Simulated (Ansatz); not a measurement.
Here is the system:

BaCd₂As₂:
```xyz
5
Lattice="4.5468 0.0000 0.0000 -2.2734 3.9377 0.0000 0.0000 0.0000 7.7368" Properties=species:S:1:pos:R:3 pbc="T T T"
Ba     0.0000     0.0000     0.0000
Cd     2.2734     1.3126     2.8687
Cd     0.0000     2.6251     4.8681
As     2.2734     1.3126     5.6919
As     0.0000     2.6251     2.0449
```

This is the r²SCAN-relaxed structure. x, y and z are the axes in which the lattice vectors are written.

**Question.** All from r²SCAN (plane waves, PAW; program Ansatz), unless another level is named. Give the electron effective mass with spin–orbit coupling.

**Answer.** 0.084, 0.084, 6.2 mₑ (principal values).

**Question.** Give the hole effective mass, band 1 of 2 at the edge.

**Answer.** 0.49 along x, 0.59 along z (mₑ).

**Question.** Next, the conduction-band minimum?

**Answer.** at A.

Space group P-3m1. The first step of the workflow began from a Materials Project structure, measured or hypothetical; the Crystallography Open Database copy checked does not list it. Its standing as an ambient phase is unchecked. The r²SCAN relaxation kept the symmetry of its start; whether a distortion lowers the energy is not shown. Scalar-relativistic: spin–orbit coupling is off unless named, which matters more the heavier the elements.

Potentials: the later of the program's two PAW sets.

Edges and masses are those of Kohn–Sham bands, whose gap is no quasiparticle gap.
